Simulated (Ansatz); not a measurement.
Relaxed AlRu (CsCl type):

```xyz
2
Lattice="2.9764 0.0000 0.0000 0.0000 2.9764 0.0000 0.0000 0.0000 2.9764" Properties=species:S:1:pos:R:3 pbc="T T T"
Al     0.0000     0.0000     0.0000
Ru     1.4882     1.4882     1.4882
```

In each cell atom 1 (Al, nearest neighbour Ru at 2.578 Å; its periodic images, 3.0 Å or more away, move with it) moves by s·(0.000, 0.000, 1.000) (along Cartesian z), the rest being held.

Calculation: PBEsol (plane waves to 420 eV, PAW, scalar-relativistic; Ansatz, an electronic-structure program). k mesh 13×13×13 (Γ-centred), Fermi-Dirac smearing 0.05 eV. The energy includes the smearing's −TS. With partly filled bands, energies and forces of such displacements shift with the k mesh and the smearing. AlRu is run without spin polarisation. AlRu was relaxed with its symmetry unable to fall. ΔE is measured from the undisplaced structure. The last digit holds for this mesh only.

```tsv
s (Å)	ΔE (meV/cell)
-0.770	2167.9
-0.616	withheld
-0.462	841.1
-0.308	379.7
-0.154	95.5
0.000	0.0
0.154	95.5
0.308	379.7
0.462	841.1
0.616	withheld
0.770	2167.9
```

Question: Fit an even polynomial form (powers 2, 4, 6) to the given rows and predict ΔE at s = -0.616.

Answer: Least squares on the 9 given rows: ΔE = (4041)·s² + (-372.7)·s⁴ + (-466.7)·s⁶, in meV/cell with s in Å; root-mean-square residual 0.16 meV/cell. At -0.616 the fit gives 1454.2 meV/cell; the calculation gives 1450.1 meV/cell, so the interpolation is off by 4.1 (+0.3 %). The quadratic term alone would give 1533.4 meV/cell.

(A displaced cell: forces are minus the slopes of the energy, force constants its curvatures, and phonons follow from these.)
